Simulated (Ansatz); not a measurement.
## Ba2ZnP2: field gradients at two levels of theory

Cell: a COD entry, ions relaxed with PBE at fixed cell.

Space group Ibam (No. 72); a = 6.7560, b = 13.1080, c = 6.3850 Å.

```
site  Wyckoff  site symmetry       x       y       z
  Ba       8j            ..m  0.1926  0.3602  0.0000
  Zn       4a            222  0.0000  0.0000  0.2500
   P       8j            ..m  0.1999  0.1058  0.0000
```

One atom of each set is listed; the run and its k-mesh use a cell of 10 atoms with edges of 8.03, 8.03, 8.03 Å.

First run. The numbers come from a DFT calculation in Ansatz (PBE, plane waves and PAW, scalar-relativistic, 420 eV cutoff, Γ-centred 6×6×6 k-points, Fermi–Dirac smearing 0.02 eV).

| site | V_zz (10²¹ V/m²) | η |
| --- | --- | --- |
| Ba | -5.68 | 0.66 |
| Zn | 0.088 | 0.85 |
| P | -3.71 | 0.25 |

Second run. The same atoms and settings, except that spin–orbit coupling is included (fully relativistic PAW files).

(1) What does the second run give?

Results:

(1) 

```tsv
site	V_zz	η	change of V_zz
Ba	-5.69	0.66	-0.01
Zn	0.087	0.92	0.00
P	-3.71	0.25	0.00
```

No V_zz moves by more than 0.02.

With a gap of 0.7 eV on this mesh, small gradients can still move by 0.1 × 10²¹ V/m² or more as the k-mesh gets denser.
